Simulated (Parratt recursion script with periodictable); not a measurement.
Sharing the period between Si and Mo in a mirror for 13.5 nm

```
layer, from the top  thickness (Å)  density (g/cm³)  rms roughness of its top face (Å)  δ at 13.5 nm  β at 13.5 nm
-------------------  -------------  ---------------  ---------------------------------  ------------  ------------
Si (in each period)         varied            2.313                                  4  9.927 × 10⁻⁴      0.001813
Mo (in each period)         varied           10.026                                  4       0.07476      0.006314
Si (substrate)                   –            2.313                                  4  9.927 × 10⁻⁴      0.001813
```

The refractive index is n = 1 − δ + iβ; the runs take δ and β at each wavelength of the scan. Vacuum lies above.

Densities are inputs, not measurements. They were set from computed cells of the Materials Project: Si from entry mp-149 (Fd-3m, 2.313 g/cm³); Mo from entry mp-129 (Im-3m, 10.026 g/cm³). A layer's crystal structure does not enter its constants, only its composition and density.

Method: EUV and soft X-ray reflectivity, Parratt recursion, Névot-Croce roughness, Henke tables (Parratt recursion script with periodictable 1.7.1).

Light falls at α = 6° from the surface normal. It is p-polarised. The wavelength is scanned from 12.42 to 14.58 nm in 161 evenly spaced points, without smoothing. The peak is the highest scan point; its wavelength and height come from a parabola through R at that point and its two neighbours.

The pair is repeated 40 times. The runs differ in the two thicknesses alone; Γ is the share of Mo in the period D.

| Si (Å) | Mo (Å) | Γ | peak λ (nm) | peak R (%) |
|---|---|---|---|---|
| 55 | 13.7 | 0.20 | 13.484 | 57.0 |
| 41.2 | 27.5 | 0.40 | 13.346 | 70.2 |
| 34.4 | 34.4 | 0.50 | ? | ? |
| 27.5 | 41.2 | 0.60 | 13.169 | 65.8 |

**Question.** Estimate the peak wavelength and height at Γ = 0.50.

**Answer.** Wavelength: with δ̄ the thickness-weighted δ at 13.5 nm and α the angle from the normal (sin²α = 0.0109), λ ≈ 2D[(1 − δ̄)² − sin²α]^½.

| Γ | D (Å) | δ̄ | λ by hand (nm) | run minus hand (nm) |
|---|---|---|---|---|
| 0.40 | 68.7 | 0.0305 | 13.243 | 0.103 |
| 0.50 | 68.8 | 0.0379 | 13.160 | to find |
| 0.60 | 68.7 | 0.0452 | 13.040 | 0.129 |

The difference, interpolated in Γ, is 0.116 nm, so λ ≈ 13.160 + 0.116 = 13.276 nm.

Height: the parabola through the rows at Γ = 0.20, 0.40, 0.60 has weights −0.125, 0.750, 0.375 at Γ = 0.50, which give 70.2 %.

The run gave 13.280 nm and 69.4 %, so the estimates miss by 0.004 nm and 0.8 points. Of these 4 runs, Γ = 0.40 has the highest peak.
